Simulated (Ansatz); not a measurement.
An Ansatz (a first-principles code) run. Input:

Ansatz 0.2 input:
```yaml
crystal:
  lattice:
    - [1.9421690562, 1.1213118274, 6.3504259497]
    - [-1.9421690562, 1.1213118274, 6.3504259497]
    - [0.0, -2.2426236549, 6.3504259497]
  atoms:
    - { symbol: Zn, position: [0.0039131252, 0.0039131252, 0.0039131252] }
    - { symbol: Zn, position: [0.4962525005, 0.4962525005, 0.4962525005] }
    - { symbol: Se, position: [0.6243390486, 0.6243390486, 0.6243390486] }
    - { symbol: S, position: [0.1254693256, 0.1254693256, 0.1254693256] }
kpoints:
  mp_grid: { grid: [8, 8, 8] }
hamiltonian:
  xc: pbesol
  pseudopotentials: { kind: paw }
scf:
  occupations: { method: fixed }
dielectric: { raman: true }
```

Output (shortened):

```
Pseudopotential: Zn, paw, valence charge 12
Pseudopotential: Se, paw, valence charge 16
Pseudopotential: S, paw, valence charge 6
Functional definition: PBEsol
Crystal: 4 atoms, lattice volume = 82.979 Å³
Basis set: ecut = 420 eV, 1665 PW (Γ), exchange–correlation on 96×96×96 points (8 copies of the dense FFT grid, shifted against one another)
Bands: 28, of which v1, the nominal top of the filled ones, is band 23 counted from 1 (22 counted from 0)
Symmetry: 6 space group operations
k-points: 150 of 512 (irreducible under 2 space group operations, time reversal used)
SCF iter   1: F=—  HF=-12873.853058 eV  |F-HF|=—  |Δ(HF+E_count)|=         —  Δρ=4.84e-3  dr2=2.22e-2  ethr=1.77e-3  ⟨swp⟩=4.9  Hψ=16936  notcnv=0  defer=443
preconditioner: auto → Resta (q_TF=auto, 2.473 Å⁻¹)
SCF iter   2: F=—  HF=-12873.846741 eV  |F-HF|=—  |Δ(HF+E_count)|=   6.32e-3  Δρ=1.75e-3  dr2=4.62e-3  ethr=4.82e-5  ⟨swp⟩=2.0  Hψ=8036  notcnv=0  defer=450
SCF iter   3: F=—  HF=-12873.845883 eV  |F-HF|=—  |Δ(HF+E_count)|=   8.57e-4  Δρ=1.36e-3  dr2=1.12e-3  ethr=1.00e-5  ⟨swp⟩=2.0  Hψ=6942  notcnv=0  defer=450
SCF iter   4: F=—  HF=-12873.845511 eV  |F-HF|=—  |Δ(HF+E_count)|=   3.72e-4  Δρ=3.84e-4  dr2=1.39e-4  ethr=2.43e-6  ⟨swp⟩=2.0  Hψ=6744  notcnv=0  defer=450
SCF iter   5: F=—  HF=-12873.845564 eV  |F-HF|=—  |Δ(HF+E_count)|=   5.30e-5  Δρ=1.05e-4  dr2=1.33e-5  ethr=3.03e-7  ⟨swp⟩=2.9  Hψ=6692  notcnv=0  defer=271
SCF iter   6: F=—  HF=-12873.845576 eV  |F-HF|=—  |Δ(HF+E_count)|=   1.16e-5  Δρ=4.45e-5  dr2=1.43e-6  ethr=2.89e-8  ⟨swp⟩=2.0  Hψ=6753  notcnv=0  defer=150
SCF iter   7: F=—  HF=-12873.845588 eV  |F-HF|=—  |Δ(HF+E_count)|=   1.26e-5  Δρ=3.73e-5  dr2=6.82e-7  ethr=3.12e-9  ⟨swp⟩=2.0  Hψ=7500  notcnv=0  defer=150
SCF iter   8: F=—  HF=-12873.845588 eV  |F-HF|=—  |Δ(HF+E_count)|=   3.11e-7  Δρ=8.25e-6  dr2=4.47e-8  ethr=1.48e-9  ⟨swp⟩=2.0  Hψ=6450  notcnv=0  defer=150
SCF iter  12: F=-12873.845588 eV  HF=-12873.845588 eV  |F-HF|=1.35e-10  |Δ(HF+E_count)|=  1.38e-10  Δρ=4.12e-7  dr2=7.42e-11  ethr=1.00e-12  ⟨swp⟩=3.0  Hψ=10648  notcnv=0
SCF 1 converged in 12 iterations: F = -12873.845588 eV  dr2 = 7.42e-11
NSCF: frozen V_eff on 5 k-points
DFPT response loops at Γ: preconditioner auto → Resta (q_TF=auto, 2.473 Å⁻¹)  ε∞=6.5 (no band partly filled) …
── the response to a field inside a basis, on 10×10×10 k-points: an SCF that follows is theirs, and a resumed run solves both again ──
Crystal: 4 atoms, lattice volume = 82.979 Å³
Bands: 24, of which v1, the nominal top of the filled ones, is band 23 counted from 1 (22 counted from 0)
k-points: 110
SCF iter   1: F=—  HF=-12873.835828 eV  |F-HF|=—  |Δ(HF+E_count)|=         —  Δρ=2.01e-4  dr2=1.27e-5  ethr=1.00e-1
preconditioner: auto → Resta (q_TF=auto, 2.473 Å⁻¹)
SCF iter   2: F=—  HF=-12873.835830 eV  |F-HF|=—  |Δ(HF+E_count)|=   1.82e-6  Δρ=2.04e-4  dr2=1.66e-5  ethr=2.76e-8
SCF iter   3: F=—  HF=-12873.835831 eV  |F-HF|=—  |Δ(HF+E_count)|=   1.04e-6  Δρ=5.29e-5  dr2=9.63e-7  ethr=2.76e-8
SCF iter   4: F=—  HF=-12873.835828 eV  |F-HF|=—  |Δ(HF+E_count)|=   2.99e-6  Δρ=8.90e-6  dr2=3.42e-8  ethr=2.09e-9
SCF iter   5: F=—  HF=-12873.835828 eV  |F-HF|=—  |Δ(HF+E_count)|=   1.12e-7  Δρ=5.11e-6  dr2=9.17e-9  ethr=7.44e-11
SCF iter   6: F=—  HF=-12873.835828 eV  |F-HF|=—  |Δ(HF+E_count)|=   2.42e-8  Δρ=1.68e-6  dr2=2.29e-9  ethr=1.99e-11
SCF iter   7: F=—  HF=-12873.835828 eV  |F-HF|=—  |Δ(HF+E_count)|=   1.36e-9  Δρ=1.62e-6  dr2=1.50e-9  ethr=4.97e-12
SCF iter   8: F=-12873.835828 eV  HF=-12873.835828 eV  |F-HF|=7.82e-11  |Δ(HF+E_count)|=  5.24e-10  Δρ=3.43e-7  dr2=7.67e-11  ethr=3.27e-12
SCF 1 converged in 8 iterations: F = -12873.835828 eV  dr2 = 7.67e-11
DFPT response loops at Γ: mixed as the last ones told, above
DFPT response loops at Γ: mixed as the last ones told, above
SCF converged after 12 iterations
Free energy (F): -12873.845588 eV
Harris-Foulkes:  -12873.845588 eV  (|F-HF|=1.35e-10)
Internal energy: -12873.845588 eV  (E = F + TS)
E sigma→0 (E₀):  -12873.845588 eV
Fermi energy:    6.678844 eV
--- Per-component energies (eV) ---
  E_band       = -373.096055
  E_kinetic    = 488.974494
  E_local      = -6617.248249  (includes V_loc(G=0)·N_el)
  E_nonlocal   = 666.393861
  E_hartree    = 2979.470542
  E_xc         = -471.274375
  E_vxc        = -291.136769  (∫ρ·V_xc dr)
  E_paw        = -6033.686242  (= ΣΔE_a)
  E_vpaw       = -579.019798  (= ΣTr[D̂ρ^β])
  E_aug_tail   = -0.001277  (compensation charges beyond the density's cutoff)
  E_ewald      = -3889.139452
  E_core_change = 2.665110  (= ΣΔE_core)
  E_smearing   =  0.000000  (= −TS)
  E_closure    =  0.000000  (closes the sum)
  Σ components = -12873.845588   (vs F -12873.845588, Δ=0.00e0)
  [band-id]    e_kinetic+e_local+e_nonlocal+2·e_hartree+e_vxc+e_vpaw+e_augmentation_tail = -373.096652   (vs E_band -373.096055, Δ=-5.97e-4)
--- Band table (eV; the first three rows and the last of 150) ---
  k-point 0: bands = ["-40.1903", "-40.1855", "-40.1855", "-40.1765", "-40.1765", "-6.8557", "-5.9466", "-0.0990", "-0.0990", "-0.0516", "0.1163", "0.1163", "0.3672", "0.3672", "0.4806", "0.4806", "0.5957", "1.0373", "5.4579", "5.4579", "6.4728", "6.6788", …
  k-point 1: bands = ["-40.1903", "-40.1856", "-40.1855", "-40.1765", "-40.1765", "-6.7501", "-5.8945", "-0.1009", "-0.0736", "-0.0336", "0.1135", "0.1394", "0.3464", "0.3669", "0.4509", "0.4793", "0.6017", "1.2278", "4.6975", "5.2932", "5.5742", "6.2808", …
  k-point 2: bands = ["-40.1902", "-40.1856", "-40.1855", "-40.1765", "-40.1763", "-6.4649", "-5.7764", "-0.0943", "-0.0107", "0.0196", "0.1035", "0.1930", "0.3299", "0.3663", "0.4285", "0.4827", "0.6241", "1.6238", "3.4972", "4.0544", "4.9373", "5.7203", …
  k-point 149: bands = ["-40.1903", "-40.1855", "-40.1855", "-40.1765", "-40.1765", "-6.4544", "-6.4308", "-0.0806", "-0.0806", "-0.0431", "0.0425", "0.1205", "0.1205", "0.3473", "0.3473", "0.4714", "0.4714", "3.3293", "3.5867", "5.6223", "5.6223", "6.4280", …
--- Dielectric response (ions clamped): 3 representative field directions + reference, inside a basis on a mesh of 1000 k-points (Σ response iterations 30) ---
  ε∞ (high-frequency dielectric tensor):
        6.756819     0.000000     0.000000
        0.000000     6.756819     0.000000
        0.000000     0.000000     6.721502
  Born effective charges Z* (e; rows j = field, columns β = displacement):
    site 0:
         1.96129    0.00000    0.00000
         0.00000    1.96129    0.00000
         0.00000    0.00000    1.90785
    site 1:
         2.00671    0.00000    0.00000
         0.00000    2.00671    0.00000
         0.00000    0.00000    2.07816
    site 2:
        -1.88740    0.00000    0.00000
         0.00000   -1.88740    0.00000
         0.00000    0.00000   -1.87562
    site 3:
        -2.08060    0.00000    0.00000
         0.00000   -2.08060    0.00000
         0.00000    0.00000   -2.11039
  Z* charge neutrality: 2.974e-3 e pre-enforcement
  solved inside a basis spanned on kpoints, on 10×10×10 k-points transformed towards the longest dipole …
  Raman tensors (in the event stream and the table raman_tensors.tsv) …
```

Cost: about 24 core-minutes (a rough figure) on shared cores.

Space group R3m. The first step of the workflow began from a Materials Project structure, measured or hypothetical; the Crystallography Open Database copy checked does not list it. Its standing as an ambient phase is unchecked. The PBEsol relaxation kept the symmetry of its start; of distortions, only those at the zone centre were tested. Scalar-relativistic: spin–orbit coupling is off unless named, which matters more the heavier the elements.

Potentials: the later of the program's two PAW sets.

Ansatz is a plane-wave DFT program.
